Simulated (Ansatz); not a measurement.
A geometry of Ru away from equilibrium: step 2 of the relaxation of a relaxed Ru cell displaced along its unstable phonon at q = (½, ½, 0) of its primitive reciprocal cell (84i cm⁻¹), largest move 0.15 Å. These are PBEsol (plane waves to 420 eV, PAW, scalar-relativistic; Ansatz, a quantum-chemistry and plane-wave program) values and carry that method's errors. Γ-centred k-mesh 13×13×13 on the run's cell (coarser than for final values), Fermi–Dirac smearing 0.05 eV.

```yaml
crystal:
  lattice:
    - [4.91645, 0.00000, 0.00000]
    - [2.45823, 2.45823, 0.00000]
    - [0.00000, 0.00000, 2.48038]
  atoms:
    - { symbol: Ru, position: [0.00000, 0.00000, 0.08191] }
    - { symbol: Ru, position: [0.50000, 0.00000, 0.91809] }
```

Problem. Which atoms carry the largest force, and which way does it point?

Solution. 0.39 eV/Å, on Ru1, Ru2 (atoms numbered as listed); on Ru1 its components are (0.00, 0.00, 0.39).

Problem. What is the pressure?

Solution. +2.1 GPa, compression positive.

No spin polarisation in the result. A magnetic state may lie lower.

The run could not lose the symmetry of its start, so the end can be a saddle point.

The end of the path is a generated cell of Ru: the first start was made by placing the elements on the sites of a structure type, and the end was not matched to a known phase here, so it may be hypothetical. Known forms of Ru include space group No. 194.
